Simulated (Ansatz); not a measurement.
The start is a relaxed TiSi2 cell, doubled along one cell vector, shaken by Gaussian noise of σ = 0.08 Å a coordinate. A full variable-cell relaxation at zero pressure is run with PBE (plane waves to 420 eV, PAW, scalar-relativistic; Ansatz, a first-principles code). The first steps use a coarse 4×7×7 k-mesh.

The start:
```yaml
crystal:
  lattice:
    - [0.00000, 5.94928, 5.94928]
    - [2.97464, 0.00000, 2.97464]
    - [2.97464, 2.97464, 0.00000]
  atoms:
    - { symbol: Ti, position: [0.01543, 0.98537, 0.00586] }
    - { symbol: Ti, position: [0.47829, 0.05336, 0.98857] }
    - { symbol: Si, position: [0.12025, 0.22571, 0.25397] }
    - { symbol: Si, position: [0.62614, 0.23165, 0.26147] }
    - { symbol: Si, position: [0.39329, 0.70942, 0.76883] }
    - { symbol: Si, position: [0.88418, 0.71803, 0.74245] }
```

Task: What pressure does the first self-consistent step give?

Result: +2 GPa (positive: the cell is compressed).

Task: What is the largest force in the starting geometry, and on which atom (counted from 1)?

Result: About 2.6 eV/Å, on Ti2 (atoms numbered as listed).

Task: By how much does the energy per atom fall from start to end?

Result: 0.60 eV/atom.

Task: How does the volume per atom move from start to end?

Result: -7.1 %, from 17.55 to 16.29 Å³/atom.

Task: Does it find its way back to the structure it was made from?

Result: It does not go back: it reaches C2/m (No. 12), 0.52 eV/atom below the parent.

Task: How do the shortest distances between atoms change?

Result: The closest pairs of elements (up to four, under 3.6 Å), start → end: Si–Ti 2.26 → 2.58 Å; Si–Si 2.85 → 2.35 Å; Ti–Ti 3.91 → 3.52 Å.

Task: Is the relaxed structure metallic? Give its gap.

Result: No gap (metallic).

Task: Write out the relaxed structure.

Result: 
```cif
data_Si8Ti4
_chemical_formula_sum 'Ti4 Si8'
_space_group_name_H-M_alt 'C2/m'
_space_group_IT_number 12
_space_group_name_Hall '-C 2y'
_cell_length_a 8.87577
_cell_length_b 3.51745
_cell_length_c 7.23696
_cell_angle_alpha 90.000
_cell_angle_beta 120.070
_cell_angle_gamma 90.000
loop_
_atom_site_label
_atom_site_type_symbol
_atom_site_symmetry_multiplicity
_atom_site_Wyckoff_symbol
_atom_site_fract_x
_atom_site_fract_y
_atom_site_fract_z
_atom_site_occupancy
Ti1 Ti 4 i 0.19118 0.00000 0.26083 1
Si1 Si 4 i 0.34611 0.50000 0.12931 1
Si2 Si 4 i 0.02962 0.50000 0.35914 1
```
(The calculation used a cell of 6 atoms; values per cell refer to that cell.)

Final values are on a 15×15×8 k-mesh of the relaxed cell. No spin polarisation in the result.

The relaxed structure here is a generated cell of TiSi2: the first start was made by placing the elements on the sites of a structure type, and the end was not matched to a known phase here, so it may be hypothetical. Known forms of TiSi2 include space group No. 63, 70.
